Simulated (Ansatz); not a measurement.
With plane-wave PAW PBEsol (Ansatz code), AlCr2C in the hexagonal phase (P6_3/mmc; Al on 2d, Cr on 4f, C on 2a) relaxes to a = 2.813 Å, c = 12.595 Å. Al has 12 nearest neighbours from 2.64 Å (anticuboctahedral); C has 6 nearest neighbours from 1.94 Å (octahedral). Its formation energy from the elements is -0.23 eV/atom, with no fitted shifts.

Electronic character: metallic (no gap).

An equation-of-state fit gives a bulk modulus of 201 GPa. The relaxed-ion elastic constants in GPa are C11 = 388, C12 = 88.0, C13 = 119, C33 = 385, C44 = 144. The elastic constants imply a Debye temperature near 760 K. The highest mode at Γ lies at 698 cm⁻¹.

The PBEsol relaxation kept the symmetry of its start. No spin polarisation was allowed. As this level gives no gap, shear constants depend on the k-mesh and smearing (Fermi–Dirac, 0.1 eV here). As this level gives no gap, phonon frequencies hold no LO–TO term and depend on the k-mesh and smearing (Fermi–Dirac, 0.1 eV here). On the denser mesh and wider smearing of the elastic run this cell carries a stress of 0.4 GPa. The references are the lowest solids computed at this level, not always the standard phases.

Potentials: the earlier of the program's two PAW sets. The files were generated under PBE; for other functionals the program regenerates the frozen cores, and for LDA and PBEsol the local potential too.
